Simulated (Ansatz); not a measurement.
Given:

GeMo:
```cif
data_GeMo
_chemical_formula_sum 'Mo1 Ge1'
_space_group_name_H-M_alt 'P 1'
_space_group_IT_number 1
_cell_length_a 3.10622
_cell_length_b 3.10622
_cell_length_c 3.10622
_cell_angle_alpha 90.000
_cell_angle_beta 90.000
_cell_angle_gamma 90.000
loop_
_space_group_symop_operation_xyz
  'x, y, z'
loop_
_atom_site_label
_atom_site_type_symbol
_atom_site_fract_x
_atom_site_fract_y
_atom_site_fract_z
_atom_site_occupancy
Mo1 Mo 0.00000 0.00000 0.00000 1
Ge1 Ge 0.50000 0.50000 0.50000 1
```

This is the r²SCAN-relaxed structure.

Question: All from the program Ansatz at the r²SCAN level (PAW), unless another level is named. Give the electronic character.

Answer: metallic (no gap).

Question: Next, the formation energy from the elements (no fitted shifts)?

Answer: 0.20 eV/atom.

Question: Give the density of states at the Fermi level.

Answer: 1.2 states/eV per atom (mean over ±0.08 eV).

Question: Predict the gap with spin–orbit coupling.

Answer: none (metallic).

Space group Pm-3m (CsCl type). The cell is a constructed one: a structure type filled with these elements; neither database checked (COD, Materials Project) lists it. Whether it is the stable phase at ambient conditions was not checked. The r²SCAN relaxation kept the symmetry of its start; whether a distortion lowers the energy is not shown. The run is not spin-polarised. The references are the lowest solids computed at this level, not always the standard phases. Scalar-relativistic: spin–orbit coupling is off unless named, which matters more the heavier the elements.

Potentials: the earlier of the program's two PAW sets.
